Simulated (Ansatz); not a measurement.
## Ni₃Ge, first-principles data

Ni₃Ge:
```cif
data_GeNi3
_chemical_formula_sum 'Ni3 Ge1'
_space_group_name_H-M_alt 'P 1'
_space_group_IT_number 1
_cell_length_a 3.52496
_cell_length_b 3.52496
_cell_length_c 3.52496
_cell_angle_alpha 90.000
_cell_angle_beta 90.000
_cell_angle_gamma 90.000
loop_
_space_group_symop_operation_xyz
  'x, y, z'
loop_
_atom_site_label
_atom_site_type_symbol
_atom_site_fract_x
_atom_site_fract_y
_atom_site_fract_z
_atom_site_occupancy
Ni1 Ni 0.50000 0.00000 0.50000 1
Ni2 Ni 0.00000 0.50000 0.50000 1
Ni3 Ni 0.50000 0.50000 0.00000 1
Ge1 Ge 0.00000 0.00000 0.00000 1
```

Space group Pm-3m (No. 221), Cu3Au type; conventional cell a = b = c = 3.5250 Å, α = β = γ = 90.00°.

Method: the program Ansatz at the PBEsol level (PAW). The cell and atoms are relaxed at this level. Other levels are named where they apply.

### Cell and energy

```
Quantity                                                       Value
-----------------------------------------------------  -------------
Volume per atom                                             10.95 Å³
Density                                                   9.43 g/cm³
Formation energy from the elements (no fitted shifts)  -0.34 eV/atom
```

### Electronic structure

```
Quantity                                                                    Result
------------------------------------  --------------------------------------------
Electronic character                                             metallic (no gap)
Density of states at the Fermi level  0.53 states/eV per atom (mean over ±0.08 eV)
Gap with spin–orbit coupling                                       none (metallic)
```

### Mechanics

```
Item                                                                          Result
--------------------------------------------  --------------------------------------
Bulk modulus (Birch–Murnaghan fit)                                           218 GPa
Pressure derivative B′                                                           4.8
Elastic constants (relaxed ions, GPa)                C11 = 321, C12 = 168, C44 = 121
Mechanical stability                          stable (all eigenvalues of C positive)
Hill bulk and shear moduli                                           219 and 101 GPa
Young's modulus                                                              262 GPa
Poisson's ratio                                                                 0.30
Debye temperature from the elastic constants                                   490 K
```

### Phonons

```
Item                                            Value
-----------------------------  ----------------------
Highest zone-centre frequency                8.95 THz
Zone-centre stability          no imaginary mode at Γ
```

The workflow started from a Materials Project entry (that database holds measured and hypothetical structures alike); the Crystallography Open Database copy checked does not list it. Its standing as an ambient phase is unchecked. The PBEsol relaxation kept the symmetry of its start. The run is not spin-polarised. As this level gives no gap, shear constants depend on the k-mesh and smearing (Fermi–Dirac, 0.1 eV here). As this level gives no gap, phonon frequencies hold no LO–TO term and depend on the k-mesh and smearing (Fermi–Dirac, 0.1 eV here). The references are the lowest solids computed at this level, not always the standard phases. Scalar-relativistic: spin–orbit coupling is off unless named, which matters more the heavier the elements.

Potentials: the later of the program's two PAW sets.
